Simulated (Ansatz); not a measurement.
# Ga5Sb2As3: rattling a relaxed structure

The cell was found from a structure generator's guess, not taken from experiment.

All numbers below come from DFT PBE, scalar-relativistic, plane waves, PAW (Ansatz). Plane waves to 420 eV, a k mesh through Γ of 12×12×12 on the computed 10-atom cell and Gaussian smearing (0.10 eV); no spin polarisation.

The cell below (10 atoms, space group I-4m2 (No. 119)) is relaxed within its symmetry.

```cif
data_structure
_symmetry_space_group_name_H-M 'P 1'
_symmetry_Int_Tables_number 1
_cell_length_a 15.1219
_cell_length_b 15.1219
_cell_length_c 15.1219
_cell_angle_alpha 164.038
_cell_angle_beta 164.038
_cell_angle_gamma 22.647
_cell_volume 261.45
loop_
_atom_site_label
_atom_site_type_symbol
_atom_site_fract_x
_atom_site_fract_y
_atom_site_fract_z
_atom_site_occupancy
Ga1 Ga 0.00000 0.00000 0.00000 1
Ga2 Ga 0.60850 0.60850 0.00000 1
Ga3 Ga 0.20292 0.20292 0.00000 1
Ga4 Ga 0.79708 0.79708 0.00000 1
Ga5 Ga 0.39150 0.39150 0.00000 1
Sb1 Sb 0.44584 0.94584 0.50000 1
Sb2 Sb 0.05416 0.55416 0.50000 1
As1 As 0.65570 0.15570 0.50000 1
As2 As 0.25000 0.75000 0.50000 1
As3 As 0.84430 0.34430 0.50000 1
```

For the test it was strained at random (σ = 1.5 % a component), the atoms were moved at random (σ = 0.05 Å), and all was relaxed again on a coarse 6×6×6 mesh (in the run’s order of axes) with 0.20 eV smearing, with no symmetry imposed.

These runs have no spin–orbit coupling, which can matter for Sb.

Q: Is the structure stable against such a distortion?

A: It returns, within 1 meV/atom of the unmoved cell on that mesh and with the same symmetry when read at 0.1 Å (P1 at 0.01 Å, so small strains and shifts remain). No instability shows in this cell; modes of other wave vectors, which need another repeat, aren't tested.
